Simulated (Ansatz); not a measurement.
Data:

MoW:
Space group Pm-3m (No. 221); a = b = c = 3.1418 Å, α = β = γ = 90.00°

```
atom  site  symmetry       x       y       z
----  ----  --------  ------  ------  ------
Mo      1a      m-3m  0.0000  0.0000  0.0000
W       1b      m-3m  0.5000  0.5000  0.5000
```

This is the PBEsol-relaxed structure.

### Question
All from PBEsol (plane waves, PAW; program Ansatz), unless another level is named. Give the formation energy from the elements (no fitted shifts).

### Answer
-0.013 eV/atom.

### Question
Predict the density of states at the Fermi level.

### Answer
0.50 states/eV per atom (mean over ±0.08 eV).

The start of the workflow was typed in or built on a structure type; neither database checked (COD, Materials Project) lists it. Whether it is the stable phase at ambient conditions was not checked. The cell was relaxed with PBEsol under the symmetry of its start; whether a distortion lowers the energy is not shown. No spin polarisation was allowed. The references are the lowest solids computed at this level, not always the standard phases. Spin–orbit coupling is left out wherever it is not named.

Potentials: the later of the program's two PAW sets.
